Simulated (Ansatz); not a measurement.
A geometry of Cu away from equilibrium: step 14 of the relaxation of a generated cell, Cu placed in the AFLOW prototype A_hR2_166_c (A7, as in As). Level of theory: r2SCAN (plane waves to 500 eV, PAW, scalar-relativistic; Ansatz, a program for electronic structure). Γ-centred k-mesh 13×13×13 on the run's cell (coarser than for final values), Fermi–Dirac smearing 0.05 eV.

```xyz
2
Lattice="1.2862 0.7426 3.9156 -1.2862 0.7426 3.9156 0.0000 -1.4851 3.9156" Properties=species:S:1:pos:R:3:forces:R:3 pbc="T T T" free_energy=-13262.454 pressure_GPa=4.5
Cu     0.0000     0.0000     2.9367    0.0000    0.0000    0.0000
Cu     0.0000     0.0000     8.8101    0.0000    0.0000    0.0000
```

Positions in Å, forces in eV/Å, free energy of the cell in eV (comparable only within this code, potentials and settings). Largest force: all forces are below 0.005 eV/Å; the geometry lies 0.03 eV/atom above the end of its relaxation.

No spin polarisation in the result.

The run could not lose the symmetry of its start.
